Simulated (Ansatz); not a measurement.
A distorted cell of SnCl₂ (space group Pnma):

```
CELL_PARAMETERS angstrom
      7.47652     0.00000     0.00000
      0.00000     4.28524     0.00000
      0.00000     0.00000     8.93671
ATOMIC_POSITIONS crystal
  Sn 0.76593 0.81534 0.58478
  Sn 0.23407 0.18466 0.41522
  Sn 0.73407 0.31534 0.08478
  Sn 0.26593 0.68466 0.91522
  Cl 0.52092 0.25003 0.84297
  Cl 0.47908 0.74997 0.15703
  Cl 0.97908 0.75003 0.34297
  Cl 0.02092 0.24997 0.65703
  Cl 0.14165 0.23364 0.07798
  Cl 0.85835 0.76636 0.92202
  Cl 0.35835 0.73364 0.57798
  Cl 0.64165 0.26636 0.42202
```

All values below come from LDA (plane waves to 420 eV, PAW, scalar-relativistic; Ansatz, a quantum-chemistry and plane-wave program). k mesh 4×6×3 (Γ-centred), Fermi-Dirac smearing 0.05 eV. Compression counts positive. SnCl2 was relaxed with its symmetry unable to fall. The relaxed volume of SnCl2 is well below the measured one.

Q: Predict the force on every atom, in eV/Å.

A: 
```tsv
atom	Fx	Fy	Fz
Sn1	-0.027	-0.276	0.077
Sn2	0.027	0.276	-0.077
Sn3	0.027	-0.276	0.077
Sn4	-0.027	0.276	-0.077
Cl5	0.068	-0.039	-0.017
Cl6	-0.068	0.039	0.017
Cl7	-0.068	-0.039	-0.017
Cl8	0.068	0.039	0.017
Cl9	-0.024	-0.029	0.070
Cl10	0.024	0.029	-0.070
Cl11	0.024	-0.029	0.070
Cl12	-0.024	0.029	-0.070
```

Q: What is the stress tensor (GPa)?

A: 
```
   0.80     0.00     0.00
   0.00     1.12    -0.61
   0.00    -0.61     0.50
```
The pressure, a third of the trace, is 0.81 GPa.

(For displaced atoms, the force is minus the slope of the energy, and its curvature is a force constant, which sets phonon frequencies.)
